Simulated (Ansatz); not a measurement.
Input:

SrZrO$_{3}$:
```yaml
crystal:
  lattice:
    - [-2.89774, 4.06749, 2.90682]
    - [2.89774, -4.06749, 2.90682]
    - [2.89774, 4.06749, -2.90682]
  atoms:
    - { symbol: Sr, position: [0.23813, 0.48813, 0.75000] }
    - { symbol: Sr, position: [0.76187, 0.51187, 0.25000] }
    - { symbol: Zr, position: [0.50000, 0.00000, 0.50000] }
    - { symbol: Zr, position: [0.00000, 0.00000, 0.00000] }
    - { symbol: O, position: [0.66465, 0.91465, 0.75000] }
    - { symbol: O, position: [0.33535, 0.08535, 0.25000] }
    - { symbol: O, position: [0.20278, 0.50000, 0.20278] }
    - { symbol: O, position: [0.79722, 0.50000, 0.79722] }
    - { symbol: O, position: [0.79722, 0.00000, 0.29722] }
    - { symbol: O, position: [0.20278, 0.00000, 0.70278] }
```

This is the PBEsol-relaxed structure. Tensor components refer to the Cartesian frame of this cell.

### Question
All from PBEsol in the plane-wave PAW code Ansatz, unless another level is named. Predict the band gap.

### Answer
3.59 eV (indirect).

### Question
And the hole effective mass?

### Answer
1.4, 1.7, 24 mₑ (principal values).

### Question
Predict the conduction-band minimum.

### Answer
at Γ.

### Question
Predict the valence-band maximum.

### Answer
at X (k = 0.500, 0.500, 0.500 in fractions of the reciprocal vectors).

Space group Imma. The workflow started from a Materials Project entry (that database holds measured and hypothetical structures alike); the Crystallography Open Database copy checked does not list it. COD files the formula under space group No. 62, 63, 221. Its standing as an ambient phase is unchecked. Symmetry was held in the PBEsol relaxation; whether a distortion lowers the energy is not shown. The run is not spin-polarised. Scalar-relativistic: spin–orbit coupling is off unless named, which matters more the heavier the elements.

Potentials: the later of the program's two PAW sets.
